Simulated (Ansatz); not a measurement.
Input:

Relaxed Ti2O3 (corundum):

```yaml
crystal:
  lattice:
    - [2.49574, 1.44092, 4.58833]
    - [-2.49574, 1.44092, 4.58833]
    - [0.00000, -2.88183, 4.58833]
  atoms:
    - { symbol: Ti, position: [0.84570, 0.84570, 0.84570] }
    - { symbol: Ti, position: [0.15430, 0.15430, 0.15430] }
    - { symbol: Ti, position: [0.65430, 0.65430, 0.65430] }
    - { symbol: Ti, position: [0.34570, 0.34570, 0.34570] }
    - { symbol: O, position: [0.06147, 0.43853, 0.75000] }
    - { symbol: O, position: [0.93853, 0.56147, 0.25000] }
    - { symbol: O, position: [0.75000, 0.06147, 0.43853] }
    - { symbol: O, position: [0.25000, 0.93853, 0.56147] }
    - { symbol: O, position: [0.43853, 0.75000, 0.06147] }
    - { symbol: O, position: [0.56147, 0.25000, 0.93853] }
```

The atoms are displaced by Q × the pattern below (from a DFPT mode at Γ, largest move 1; Q in Å), at fixed cell.

```tsv
atom	x	y	z
Ti1	0.000	0.000	1.000
Ti2	0.000	0.000	-1.000
Ti3	0.000	0.000	-1.000
Ti4	0.000	0.000	1.000
O5	-0.530	0.000	0.000
O6	0.530	0.000	0.000
O7	0.265	-0.459	0.000
O8	-0.265	0.459	0.000
O9	0.265	0.459	0.000
O10	-0.265	-0.459	0.000
```

All values below come from LDA (plane waves to 420 eV, PAW, scalar-relativistic; Ansatz, a quantum-chemistry and plane-wave program). k mesh 11×11×11 (Γ-centred), Fermi-Dirac smearing 0.05 eV. E stands for the smeared free energy. Left out: 4 of 13 points, with atoms too close for the PAW data. With partly filled bands, energies and forces of such displacements shift with the k mesh and the smearing. Ti2O3 is run without spin polarisation and with no Hubbard U. Ti2O3 was relaxed with its symmetry unable to fall. ΔE is measured from the undisplaced structure.

The scan covers Q from -0.093 to 0.280 Å in 9 points.

Is the energy the same for displacements of ±0.093 Å, and if not, which side lies higher?

Not even: the negative side lies higher at ±0.093 Å.

Is this a single well or a double well?

A single well with its minimum at or next to zero displacement.

Which space group does the distorted structure have?

R-3c (No. 167), as undistorted: a fully symmetric mode.

What is the energy change at Q = 0.280 Å?

1581 meV/cell.

What harmonic wavenumber does the curvature at Q = 0 give?

240 cm⁻¹.

(A displaced cell: forces are minus the slopes of the energy, force constants its curvatures, and phonons follow from these.)
